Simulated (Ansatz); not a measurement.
Input file for Ansatz (a program for electronic structure):

Ansatz 0.2 input:
```yaml
crystal:
  lattice:
    - [3.1121067655, 0.0, 0.0]
    - [-1.5560533827, 2.6951635182, 0.0]
    - [0.0, 0.0, 7.5944129553]
  atoms:
    - { symbol: Li, position: [0.0, 0.0, 0.0] }
    - { symbol: Li, position: [0.0, 0.0, 0.5] }
    - { symbol: Li, position: [0.3333333333, 0.6666666667, 0.25] }
    - { symbol: Li, position: [0.6666666667, 0.3333333333, 0.75] }
    - { symbol: O, position: [0.3333333333, 0.6666666667, 0.6493891255] }
    - { symbol: O, position: [0.6666666667, 0.3333333333, 0.3506108745] }
    - { symbol: O, position: [0.6666666667, 0.3333333333, 0.1493891255] }
    - { symbol: O, position: [0.3333333333, 0.6666666667, 0.8506108745] }
kpoints:
  mp_grid: { grid: [10, 10, 4] }
hamiltonian:
  xc: r2scan
  pseudopotentials: { kind: paw }
scf:
  occupations: { method: fixed }
checkpoint: { read: static.run }
output: { bader: true, populations: true }
```

Output (shortened):

```
Pseudopotential: Li, paw, valence charge 3
Pseudopotential: O, paw, valence charge 6
Functional definition: r2SCAN
Crystal: 8 atoms, lattice volume = 63.699 Å³
Basis set: ecut = 500 eV, 1599 PW (Γ), exchange–correlation on 96×96×240 points (64 copies of the dense FFT grid, shifted against one another)
Bands: 26, of which v1, the nominal top of the filled ones, is band 18 counted from 1 (17 counted from 0)
Symmetry: 24 space group operations
Space group: P63/mmc (ITA 194), of the structure as read, at distance tolerance 4.0e-5 Å
k-points: 42 of 400
Stability of the state it starts from, as read at its close in the unpolarized treatment …
iter 1 solved again at ethr=9.30e-10 eV; its pass at ethr=3.10e-3 eV (dr2=3.35e-7 eV) is discarded
SCF iter   1: F=—  HF=-3096.688061 eV  |F-HF|=—  |Δ(HF+E_count)|=         —  Δρ=9.38e-8  dr2=5.04e-12  dr2_τ=3.05e-13  ethr=9.30e-10  ⟨swp⟩=3.2  Hψ=7049  notcnv=0  defer=252
preconditioner: auto → Resta (q_TF=auto, 2.481 Å⁻¹)
SCF iter   2: F=-3096.688061 eV  HF=-3096.688061 eV  |F-HF|=4.55e-13  |Δ(HF+E_count)|=  6.20e-10  Δρ=5.72e-8  dr2=1.99e-12  dr2_τ=8.54e-14  ethr=1.00e-12  ⟨swp⟩=7.3  Hψ=4422  notcnv=0
SCF 1 converged in 2 iterations: F = -3096.688061 eV  dr2 = 1.99e-12
SCF converged after 2 iterations
Free energy (F): -3096.688061 eV
Harris-Foulkes:  -3096.688061 eV  (|F-HF|=4.55e-13)
Internal energy: -3096.688061 eV  (E = F + TS)
E sigma→0 (E₀):  -3096.688061 eV
Fermi energy:    4.281424 eV
--- Per-component energies (eV) ---
  E_band       = -423.872758
  E_kinetic    = 794.566929
  E_local      = -1811.329883  (includes V_loc(G=0)·N_el)
  E_nonlocal   = 58.773828
  E_hartree    = 599.249021
  E_xc         = -337.552278
  E_vxc        = -487.045651  (∫ρ·V_xc dr)
  E_paw        = -725.662065  (= ΣΔE_a)
  E_vpaw       = -209.361024  (= ΣTr[D̂ρ^β])
  E_aug_tail   = 0.003714  (compensation charges beyond the density's cutoff)
  E_vtau       = 32.021284  (kinetic-family band-sum trace: ∫τ·v_τ [+ j·A + Jᵃ·Aᵃ] dr)
  E_ewald      = -1674.609565
  E_core_change = -0.127764  (= ΣΔE_core)
  E_smearing   =  0.000000  (= −TS)
  E_closure    =  0.000000  (closes the sum)
  Σ components = -3096.688061   (vs F -3096.688061, Δ=0.00e0)
  [band-id]    e_kinetic+e_local+e_nonlocal+2·e_hartree+e_vxc+e_vpaw+e_augmentation_tail+e_vtau = -423.872759   (vs E_band -423.872758, Δ=-1.18e-6)
--- Band table (eV; the first three rows and the last of 42) ---
  k-point 0: bands = ["-40.9731", "-40.9649", "-40.5628", "-40.5557", "-17.5835", "-17.3836", "-12.2327", "-11.4580", "-2.3679", "-0.4583", "0.6223", "0.6223", "0.7970", "0.7970", "4.0029", "4.0029", "4.2759", "4.2759", "7.1142", "9.5437", "11.3556", …
  k-point 1: bands = ["-40.9719", "-40.9661", "-40.5618", "-40.5567", "-17.5562", "-17.4151", "-12.1250", "-11.5784", "-2.1144", "-0.7769", "0.6464", "0.6464", "0.7698", "0.7698", "4.0442", "4.0442", "4.2371", "4.2371", "7.4941", "9.1789", "11.5016", …
  k-point 2: bands = ["-40.9690", "-40.9690", "-40.5592", "-40.5592", "-17.4877", "-17.4877", "-11.8580", "-11.8580", "-1.4763", "-1.4763", "0.7065", "0.7065", "0.7065", "0.7065", "4.1419", "4.1419", "4.1419", "4.1419", "8.3497", "8.3497", "11.8518", …
  k-point 41: bands = ["-40.9503", "-40.9503", "-40.5363", "-40.5363", "-17.3187", "-17.3187", "-11.4185", "-11.4185", "-1.3846", "-1.3846", "-1.2077", "-1.2077", "-0.3610", "-0.3610", "2.6344", "2.6344", "3.0462", "3.0462", "8.4161", "8.4161", "15.1950", …
--- Löwdin populations: 8 sites ---
  site symbol       q [e]
     0     Li      2.2414
     1     Li      2.2414
     2     Li      2.2156
     3     Li      2.2156
     4      O      6.7051
     5      O      6.7051
     6      O      6.7051
     7      O      6.7051
  spilling = 0.007374 (of n_electrons = 36.000000)
--- Bader charges: 8 sites ---
  site symbol  charge [e]  shift [e]
     0     Li      0.8991     0.0008
     1     Li      0.8991     0.0008
     2     Li      0.8874     0.0009
     3     Li      0.8874     0.0009
     4      O     -0.8932     0.0008
     5      O     -0.8932     0.0008
     6      O     -0.8933     0.0008
     7      O     -0.8933     0.0008
  shift: an alarm, by how much a part of what the PAW files miss would move the charge. Where it is large, compare
  with a run on PAW files of another source; a small one proves nothing
  estimated error of the sums over rays = 1.4e-4 e
```

Cost: very roughly 60 core-seconds on shared cores.

Space group P6_3/mmc. The workflow started from a Materials Project entry (that database holds measured and hypothetical structures alike); the Crystallography Open Database files this formula in space group No. 194, but the cells were not matched. Whether it is the stable phase at ambient conditions was not checked. The r²SCAN relaxation kept the symmetry of its start; its stability against distortions is not shown here.

Potentials: the later of the program's two PAW sets.

Ansatz is a plane-wave DFT program.
